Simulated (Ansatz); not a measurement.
**CaAg2Ge2: pressure against volume**

CaAg2Ge2, I4/mmm, a = 4.292 Å, c = 10.767 Å. The structure is a COD entry; whether it is the stable form wasn't checked. Ansatz: PBEsol, PAW, 420 eV, Γ-centred 12×12×12 mesh on 5 atoms, Gaussian smearing 0.10 eV; no spin polarisation. Shape and atoms are relaxed at each volume; pressure is positive in compression.

```
V (Å³/atom) P (GPa)
     17.456        ?
     18.051     9.05
     18.646     5.50
     19.241     2.52
     19.836     0.00
     20.431    -2.09
     21.026    -3.85
     21.820    -5.75
```

Take V0 = 19.836 Å³/atom, fit the third-order Birch–Murnaghan form to the other rows, and predict the missing pressure.

With the Eulerian strain f = ½[(V0/V)^(2/3) − 1] and y = P/[3f(1 + 2f)^(5/2)], the form is the line y = B0 + 1.5 B0 (B0′ − 4) f. Rows (f, y): 0.03244, 79.5; 0.02105, 78.6; 0.01026, 77.8; -0.00976, 75.0; -0.01905, 74.2; -0.03079, 73.0. Means f = 0.0006917, y = 76.350; Σ(Δf)² = 0.003004, ΣΔfΔy = 0.3217; the slope is their ratio. y = 76.28 + 107.1 f GPa, so B0 = 76.3 GPa and B0′ = 4 + 2 × (107.1)/(3 × 76.28) = 4.94. At V = 17.456, f = 0.04447, y = 81.04 and P = 13.38 GPa. The run gave 13.28 GPa, so the fit is 0.10 GPa too high, a small miss on the scale of the series.